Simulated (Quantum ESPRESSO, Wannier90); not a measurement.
**YSF (P4/nmm), plane waves to Wannier functions**

```
begin unit_cell_cart
ang
    3.7729900000    0.0000000000    0.0000000000
    0.0000000000    3.7729900000    0.0000000000
    0.0000000000    0.0000000000    6.8266700000
end unit_cell_cart
begin atoms_frac
Y    0.0000000000  0.5000000000  0.2272300000
Y    0.5000000000  0.0000000000 -0.2272300000
S    0.0000000000  0.5000000000 -0.3544300000
S    0.5000000000  0.0000000000  0.3544300000
F    0.0000000000  0.0000000000  0.0000000000
F    0.5000000000  0.5000000000  0.0000000000
end atoms_frac
```

Materials Project entry mp-10086; symmetrised, unrelaxed at this level. Not found in the COD (Crystallography Open Database) copy used, which has the formula in other groups; not checked further. Computed values, not measurements, from PBEsol: Quantum ESPRESSO (norm-conserving PseudoDojo potentials, cutoff 68 Ry, spinors with spin-orbit coupling) on a Γ-centred 4×4×4 mesh, then Wannier90. Density: 8×8×6 mesh, Gaussian smearing 0.01 Ry.

A tight-binding model is made by disentanglement and projection with no localisation steps (num_iter = 0), so the 44 orbitals stay atom-like: hydrogen-like Y: d; S: p; F: p, axes along x, y, z; frozen window up to 2.67 eV relative to the valence-band maximum. It follows pw.x to 18 meV rms for states up to 2.2 eV relative to the valence-band maximum. Matrix elements depend on this choice of orbitals and windows.

The 30 largest hoppings ⟨m,0|H|n,R⟩ between different sites (one of each Hermitian pair; signs follow the real orbitals' lobes; the list may end inside a set of equal values):

| m | n | R | distance of the centres (Å) | t (eV) | Im t (eV) |
|---|---|---|---|---|---|
| Y1 dz2↑ | S3 pz↑ | 0 0 1 | 2.83 | 1.733 | 0.000 |
| Y1 dz2↓ | S3 pz↓ | 0 0 1 | 2.83 | 1.733 | 0.000 |
| S4 pz↑ | Y2 dz2↑ | 0 0 1 | 2.83 | -1.733 | 0.000 |
| S4 pz↓ | Y2 dz2↓ | 0 0 1 | 2.83 | -1.733 | 0.000 |
| F5 px↑ | Y2 dxz↑ | 0 0 0 | 2.43 | 0.897 | 0.000 |
| F5 px↓ | Y2 dxz↓ | 0 0 0 | 2.43 | 0.897 | 0.000 |
| F5 py↑ | Y1 dyz↑ | 0 0 0 | 2.43 | -0.897 | 0.000 |
| F5 py↓ | Y1 dyz↓ | 0 0 0 | 2.43 | -0.897 | 0.000 |
| F6 px↑ | Y1 dxz↑ | 0 0 0 | 2.43 | -0.897 | 0.000 |
| F6 px↓ | Y1 dxz↓ | 0 0 0 | 2.43 | -0.897 | 0.000 |
| F6 py↑ | Y2 dyz↑ | 0 0 0 | 2.43 | 0.897 | 0.000 |
| F6 py↓ | Y2 dyz↓ | 0 0 0 | 2.43 | 0.897 | 0.000 |
| Y1 dyz↑ | F5 py↑ | 0 1 0 | 2.43 | -0.897 | 0.000 |
| Y1 dyz↓ | F5 py↓ | 0 1 0 | 2.43 | -0.897 | 0.000 |
| F6 py↑ | Y2 dyz↑ | 0 1 0 | 2.43 | 0.897 | 0.000 |
| F6 py↓ | Y2 dyz↓ | 0 1 0 | 2.43 | 0.897 | 0.000 |
| Y2 dxz↑ | F5 px↑ | 1 0 0 | 2.43 | 0.897 | 0.000 |
| Y2 dxz↓ | F5 px↓ | 1 0 0 | 2.43 | 0.897 | 0.000 |
| F6 px↑ | Y1 dxz↑ | 1 0 0 | 2.43 | -0.897 | 0.000 |
| F6 px↓ | Y1 dxz↓ | 1 0 0 | 2.43 | -0.897 | 0.000 |
| S3 px↑ | Y2 dxy↑ | 0 0 0 | 2.81 | 0.881 | 0.000 |
| S3 px↓ | Y2 dxy↓ | 0 0 0 | 2.81 | 0.881 | 0.000 |
| S3 py↑ | Y2 dxy↑ | 0 0 0 | 2.81 | -0.881 | 0.000 |
| S3 py↓ | Y2 dxy↓ | 0 0 0 | 2.81 | -0.881 | 0.000 |
| S4 px↑ | Y1 dxy↑ | 0 0 0 | 2.81 | -0.881 | 0.000 |
| S4 px↓ | Y1 dxy↓ | 0 0 0 | 2.81 | -0.881 | 0.000 |
| S4 py↑ | Y1 dxy↑ | 0 0 0 | 2.81 | 0.881 | 0.000 |
| S4 py↓ | Y1 dxy↓ | 0 0 0 | 2.81 | 0.881 | 0.000 |
| Y1 dxy↑ | S4 px↑ | 0 1 0 | 2.81 | 0.881 | 0.000 |
| Y1 dxy↑ | S4 py↑ | 0 1 0 | 2.81 | 0.881 | 0.000 |
